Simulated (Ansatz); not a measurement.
## What relativity does to K2Ir (fluorite type)

```yaml
crystal:
  lattice:
    - [0.00000, 3.79161, 3.79161]
    - [3.79161, 0.00000, 3.79161]
    - [3.79161, 3.79161, 0.00000]
  atoms:
    - { symbol: Ir, position: [0.00000, 0.00000, 0.00000] }
    - { symbol: K, position: [0.25000, 0.25000, 0.25000] }
    - { symbol: K, position: [0.75000, 0.75000, 0.75000] }
```

The cell comes from a relaxation on PAW files under the same functional, begun from a prototype that needn't be the stable phase.

All-electron LAPW in Ansatz 0.2.0 under PBEsol, with a Γ-centred 8×8×8 k mesh, Fermi–Dirac smearing of 0.05 eV, no spin polarisation. The basis error target is 0.5 meV/atom. The same cell is solved at each level of relativity (Schrödinger's equation, the scalar-relativistic one, Dirac's), and each level may then relax the cell.

The elements are taken as Ir fcc, K bcc, each relaxed on PAW files under the same functional and computed by the same method as the compound; zero-point and thermal terms are left out. Formation energies keep the scalar-relativistic cells of compound and elements, so at the other levels neither side is at rest.

| level | P at the cell (GPa) | gap (eV) | ΔE(formation) at the fixed cells (eV/atom) | relaxed V (Å³/atom) |
| --- | --- | --- | --- | --- |
| scalar-relativistic | -0.01 | 0.00 | 1.252 | 36.34 |
| non-relativistic | -0.62 | 0.00 | – | ? |
| with spin–orbit coupling | 0.11 | 0.00 | – | – |

Q: Give the missing entry: row "non-relativistic", column "relaxed V (Å³/atom)".

A: 34.30.

Q: Does scalar relativity shrink or swell this crystal?

A: It swells it by 6.0 % in volume against the non-relativistic cell.

Q: How do the Löwdin populations move when relativity is switched off?

A: Ir 6s 1.43 → 0.51, Ir 5d 8.56 → 9.20, K 4s 0.41 → 0.50 electrons an atom. The projections hold only the shells that the free atoms fill, so charge of other character is partly counted to these shells and partly left out.
